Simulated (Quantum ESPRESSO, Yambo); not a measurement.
## Levels of theory for the gap of Zn$_{3}$PBr$_{3}$

Zn3PBr3 (space group Pm, No. 6): one geometry, one set of PBEsol (Quantum ESPRESSO, PseudoDojo norm-conserving, 84 Ry, no spin-orbit coupling) orbitals, self-energies from Yambo (2×4×2 Γ-centred k mesh, bands 13 to 209 and a 6 Ry block in the screening, 209 bands in G with the Bruneval-Gonze terminator, plasmon pole fitted at 27.2 eV).

The geometry is that of Materials Project entry mp-1215629, symmetrised and not relaxed again.

| level | gap Γ → Γ (eV) | rough Yambo cost |
|---|---|---|
| PBEsol (Quantum ESPRESSO) | 1.63 | – |
| exchange only (Hartree-Fock self-energy on PBEsol orbitals) | 8.34 | about 1/30 (14 states) |
| static COHSEX@PBEsol | 3.52 | about 1/2 (2 states) |
| G0W0@PBEsol, plasmon pole | 2.98 | 1 (14 states) |

Bare exchange has no screening and gives the widest gap; static COHSEX screens it but leaves out the frequency dependence, which G0W0 restores.

Costs are rough ratios of core time on shared machines.

Nearest settings tried, and what they do to the gap: 92 bands in W, 92 bands in G: +75 meV; 109 bands in W: +43 meV; 2 Ry block (69 vectors against 305): -173 meV; 1×2×1 mesh: -279 meV. So the settings aren't converged at that level.

Spin-orbit splittings are left out.

The structure is a Materials Project entry; no match was found in the copy of COD used, and its stability was not checked.
